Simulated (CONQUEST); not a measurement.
A self-consistent single point of AlRu (Pm-3m, 2 atoms in the cell; from Materials Project mp-542569, changed as shown).

```yaml
crystal:
  lattice:
    - [3.04215, 0.00000, 0.00000]
    - [0.00000, 3.04215, 0.00000]
    - [0.00000, 0.00000, 3.04215]
  atoms:
    - { symbol: Al, position: [0.00000, 0.00000, 0.00000] }
    - { symbol: Ru, position: [0.50000, 0.50000, 0.50000] }
```

All values come from this method and carry its errors: PBE, numerical atomic orbitals double-zeta with polarisation (the shipped basis), PseudoDojo norm-conserving potentials made for PBE (CONQUEST).

CONQUEST settings:

```
key                                             value
---------------------  ------------------------------
basis                                             DZP
Diag.MPMeshX, Y, Z                              8 8 8
potentials             PseudoDojo norm-conserving PBE
Grid.GridCutoff                                140 Ha
DM.SolutionMethod                              diagon
Diag.kT                                   0.004998 Ha
Diag.GammaCentred                                true
minE.SCTolerance                              1.0e-06
SC.MaxIters                                       100
SC.LinearMixingFactor                             0.3
SC.KerkerPreCondition                            true
SC.KerkerFactor                            0.5 1/bohr
AtomMove.TypeOfRun                             static
```

Results:

* **Number of valence electrons**: 19
* **Number of bands**: 32
* **Number of k-points after the program's reduction**: 341
* **Size of the basis**: 32
* **Number of SCF iterations**: 17
* **FFT grid**: 32 × 32 × 32
* **Free energy E − TS**: -2814.5053 eV
* **Fermi level (on the code's own zero)**: -7.17 eV
* **Pressure**: -4.21 GPa

Stress (GPa, positive for compression):
```
-4.21   0.00   0.00
 0.00  -4.21   0.00
 0.00   0.00  -4.21
```

For comparison: a first run was changed to give this one (lattice scaled by 1.02), and from it to this one the free energy falls by 6.9 meV/atom and the pressure goes from 6.98 to -4.21 GPa.

The program uses no crystal symmetry, so grid and mesh can part values that symmetry would make equal. The atom-centred basis is finite, which shifts total energies and pressures against plane waves. The structure comes from a collection of computed structures, made at another level of theory; the collection holds predicted forms beside known ones. No clean gap shows at this smearing width and mesh (spacing up to 0.26 Å⁻¹); the mesh is coarse for partly filled bands, so the values carry mesh errors.

Cost on one core: about 2.0 core-minutes (a rough figure).
